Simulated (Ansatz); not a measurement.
Given:

TiAl:
```yaml
crystal:
  lattice:
    - [3.15608, 0.00000, 0.00000]
    - [0.00000, 3.15608, 0.00000]
    - [0.00000, 0.00000, 3.15608]
  atoms:
    - { symbol: Ti, position: [0.00000, 0.00000, 0.00000] }
    - { symbol: Al, position: [0.50000, 0.50000, 0.50000] }
```

This is the PBEsol-relaxed structure.

### Question
All from PBEsol (plane waves, PAW; program Ansatz), unless another level is named. Predict the bulk modulus (Birch–Murnaghan fit).

### Answer
119 GPa.

### Question
Give the highest zone-centre frequency.

### Answer
9.68 THz.

### Question
Give the elastic constants (relaxed ions, GPa).

### Answer
C11 = 78.9, C12 = 138, C44 = 74.7.

Space group Pm-3m (CsCl type). The workflow started from a Materials Project entry (that database holds measured and hypothetical structures alike); the Crystallography Open Database copy checked does not list it. It is not the phase usual at ambient conditions (space group No. 123). The cell was relaxed with PBEsol under the symmetry of its start. At this level the phase is mechanically unstable. No spin polarisation was allowed. As this level gives no gap, shear constants depend on the k-mesh and smearing (Fermi–Dirac, 0.1 eV here). As this level gives no gap, phonon frequencies hold no LO–TO term and depend on the k-mesh and smearing (Fermi–Dirac, 0.1 eV here).

Potentials: the earlier of the program's two PAW sets. The files were generated under PBE; for other functionals the program regenerates the frozen cores, and for LDA and PBEsol the local potential too.
